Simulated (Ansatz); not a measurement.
Al₂Cu in space group I4/mcm (No. 140; Al on 8h, Cu on 4a) at seven volumes, PBEsol (plane waves, PAW; program Ansatz), shape and atoms relaxed at each. One row is withheld.

```
V (Å³/atom)  P (GPa)
-----------  -------
13.153         12.68
13.587          7.73
14.021          3.54
14.454          0.00
14.888         -3.01
15.322         -5.57
15.755             ?
```

Task: Fit the shown pressures and predict the withheld one.

Result: P = (3/2)B₀(x^(7/2) − x^(5/2))[1 + (3/4)(B′ − 4)(x − 1)] with x = (V₀/V)^(2/3). Least squares on the six rows gives V₀ = 14.454 Å³/atom, B₀ = 109 GPa, B′ = 4.48. At V = 15.755, x = 0.9442 and P = -7.75 GPa. The run itself gave -7.73 GPa.

The cell was relaxed with PBEsol under the symmetry of its start. No spin polarisation was allowed.

Potentials: the later of the program's two PAW sets.
